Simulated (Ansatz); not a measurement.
**As, black arsenic (Cmce): geometry optimisation**

These are results of DFT, r2SCAN, plane waves (500 eV) with PAW, scalar-relativistic (Ansatz), not measurements. (PAW data from PBE, frozen cores regenerated.)

k-point mesh 9×9×7, Fermi-Dirac smearing 0.1 eV, no spin polarisation. Cell and atoms relax.

Starting structure:

```xyz
4
Lattice="1.8150 -5.4800 0.0000 1.8150 5.4800 0.0000 0.0000 0.0000 4.4500" Properties=species:S:1:pos:R:3 pbc="T T T"
As    1.8150    4.4059    4.0495
As    1.8150   -1.0741    2.6255
As    1.8150   -4.4059    0.4005
As    1.8150    1.0741    1.8245
```

What cell does the relaxation end in?

Cmce with a = 3.648 Å, b = 11.401 Å, c = 4.735 Å; 24.62 Å³ per atom against 22.13 at the start (11.2 %).

How much energy does the relaxation gain?

265.1 meV per atom.

Path of the relaxation (the plane waves are chosen anew near the end, which can shift the energy a little):

```json
{"step": "0", "E − E(final) (meV/atom)": "265.09", "V (Å³/atom)": "22.130", "P (GPa)": "15.97", "max force (eV/Å)": "2.080"}
{"step": "1", "E − E(final) (meV/atom)": "11.21", "V (Å³/atom)": "23.209", "P (GPa)": "2.74", "max force (eV/Å)": "0.186"}
{"step": "2", "E − E(final) (meV/atom)": "5.96", "V (Å³/atom)": "25.381", "P (GPa)": "-0.67", "max force (eV/Å)": "0.210"}
{"step": "3", "E − E(final) (meV/atom)": "0.41", "V (Å³/atom)": "24.740", "P (GPa)": "-0.09", "max force (eV/Å)": "0.016"}
{"step": "4", "E − E(final) (meV/atom)": "0.34", "V (Å³/atom)": "24.620", "P (GPa)": "0.01", "max force (eV/Å)": "0.007"}
{"step": "5", "E − E(final) (meV/atom)": "0.00", "V (Å³/atom)": "24.620", "P (GPa)": "0.02", "max force (eV/Å)": "0.007"}
```
